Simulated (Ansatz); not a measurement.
The guess for MgSi2N2 was made by a generator: random cell by space group and Wyckoff sites (Cmmm, No. 65). Lengths were set from tabulated atomic sizes, so they are only a guess.

```cif
data_structure
_symmetry_space_group_name_H-M 'P 1'
_symmetry_Int_Tables_number 1
_cell_length_a 4.2174
_cell_length_b 4.2174
_cell_length_c 4.1257
_cell_angle_alpha 90.000
_cell_angle_beta 90.000
_cell_angle_gamma 103.016
_cell_volume 71.50
loop_
_atom_site_label
_atom_site_type_symbol
_atom_site_fract_x
_atom_site_fract_y
_atom_site_fract_z
_atom_site_occupancy
Mg1 Mg 0.50000 0.50000 0.50000 1
Si1 Si 0.22425 0.77575 0.00000 1
Si2 Si 0.77575 0.22425 0.00000 1
N1 N 0.00000 0.00000 0.18755 1
N2 N 0.00000 0.00000 0.81245 1
```

The calculation used Ansatz, DFT PBE, scalar-relativistic, plane waves, PAW. Cutoff 420 eV, Gaussian smearing, Γ-centred meshes. Cell and atoms relax first on a coarse mesh and then on a finer one. In between, the cell is made exact in the group found at 0.06 Å. In metals the finer mesh still leaves noise of several meV/atom or more. The steps can't lower the symmetry of their start. No spin polarisation in the relaxation; trial moments died out in a coarse test.

A guess keeps its type if space group and coordination stay and the shape of the cell changes little (axis ratios within about 15 %, angles within 6°); the volume may change.

Question: Does it keep its structure type, or change into something else?

Answer: It doesn't keep its type. The symmetry stays Cmmm (No. 65). The volume per atom grows by 3.2 %, from 14.3 to 14.8 Å³. The shortest distance goes from 1.55 Å (N–N) to 1.78 Å (Si–N). Counting neighbours within 15 % of an atom's shortest distance, the start has Mg 8, N 3, Si 2 and the end Mg 4, N 2, Si 2. In detail, at the end Mg is surrounded by 4 N at 2.19 Å; around Si lie 2 N at 1.78 Å and 3 Si at 2.33–2.44 Å; around N lie 2 Si at 1.78 Å and 2 Mg at 2.19 Å.

```cif
data_structure
_symmetry_space_group_name_H-M 'Cmmm'
_symmetry_Int_Tables_number 65
_cell_length_a 3.3460
_cell_length_b 8.1263
_cell_length_c 5.4281
_cell_angle_alpha 90.000
_cell_angle_beta 90.000
_cell_angle_gamma 90.000
_cell_volume 147.59
loop_
_atom_site_label
_atom_site_type_symbol
_atom_site_symmetry_multiplicity
_atom_site_Wyckoff_symbol
_atom_site_fract_x
_atom_site_fract_y
_atom_site_fract_z
_atom_site_occupancy
Mg1 Mg 2 c 0.50000 0.00000 0.50000 1
Si1 Si 4 i 0.50000 0.35007 0.00000 1
N1 N 4 k 0.00000 0.00000 0.24015 1
```

The last run used a 12×12×8 mesh (in the run's order of axes) for its 5-atom cell and Gaussian smearing of 0.10 eV. Symmetry constrained the relaxation, so the result can be a saddle point.
